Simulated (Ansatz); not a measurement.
## Property card for Sn3Ge

Sn$_{3}$Ge:
Space group P-4m2 (No. 115); a = b = 4.4722 Å, c = 6.3463 Å, α = β = γ = 90.00°

```json
[
 {"atom": "Ge", "site": "1a", "symmetry": "-4m2", "x": "0.0000", "y": "0.0000", "z": "0.0000"},
 {"atom": "Sn", "site": "2g", "symmetry": "2mm.", "x": "0.5000", "y": "0.0000", "z": "0.2338"},
 {"atom": "Sn", "site": "1c", "symmetry": "-4m2", "x": "0.5000", "y": "0.5000", "z": "0.5000"}
]
```

Space group P-4m2 (No. 115); conventional cell a = b = 4.4722 Å, c = 6.3463 Å, α = β = γ = 90.00°.

Method: plane-wave PAW PBEsol (Ansatz code). Geometry: relaxed at this level of theory. Other levels are named where they apply.

### Cell and energy

```
Item                                                           Value
-----------------------------------------------------  -------------
Volume per atom                                             31.73 Å³
Density                                                   5.61 g/cm³
Formation energy from the elements (no fitted shifts)  0.057 eV/atom
```

### Electronic structure

```
Quantity                                                                     Value
------------------------------------  --------------------------------------------
Electronic character                                             metallic (no gap)
Density of states at the Fermi level  0.06 states/eV per atom (mean over ±0.08 eV)
Gap with spin–orbit coupling                                       none (metallic)
```

### Mechanics

```
Item                                   Value
----------------------------------  --------
Bulk modulus (Birch–Murnaghan fit)  46.3 GPa
Pressure derivative B′                   4.8
```

The start of the workflow was typed in or built on a structure type; neither database checked (COD, Materials Project) lists it. Its standing as an ambient phase is unchecked. The PBEsol relaxation kept the symmetry of its start; whether a distortion lowers the energy is not shown. The references are the lowest solids computed at this level, not always the standard phases. Spin–orbit coupling is left out wherever it is not named.

Potentials: the later of the program's two PAW sets.
